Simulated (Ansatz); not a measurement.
GaBi:
```
CELL_PARAMETERS angstrom
      0.00000     2.99911     2.99911
      2.99911     0.00000     2.99911
      2.99911     2.99911     0.00000
ATOMIC_POSITIONS crystal
  Bi 0.00000 0.00000 0.00000
  Ga 0.50000 0.50000 0.50000
```

Relaxed with PBE. Special points in fractions of this cell's reciprocal vectors: Γ (0.000, 0.000, 0.000); X (0.500, 0.000, 0.500); U (0.625, 0.250, 0.625); K (0.375, 0.375, 0.750); L (0.500, 0.500, 0.500); W (0.500, 0.250, 0.750).

Q: List the band energies nearest the Fermi level at these points for PBE in the plane-wave PAW code Ansatz.

A: In eV from the Fermi level; about four levels below and three above (degenerate sets whole), none deeper than 8.9 eV; points with the same levels are listed once.

```
k                    below                above
-  -----------------------  -------------------
Γ                    -2.03       0.19 0.19 0.19
X  -4.65 -4.34 -2.16 -2.16       3.33 8.17 8.17
U  -5.79 -4.14 -1.53 -0.85       5.42 5.90 6.27
L                    -7.06       0.57 0.57 1.91
W        -5.64 -3.67 -3.67  1.98 2.81 6.70 6.70
```

Space group Fm-3m (rock salt). The cell is a constructed one: a structure type filled with these elements; neither database checked (COD, Materials Project) lists it. Its standing as an ambient phase is unchecked. The cell was relaxed with PBE under the symmetry of its start; whether a distortion lowers the energy is not shown. Spin–orbit coupling is left out wherever it is not named.

Potentials: the later of the program's two PAW sets.
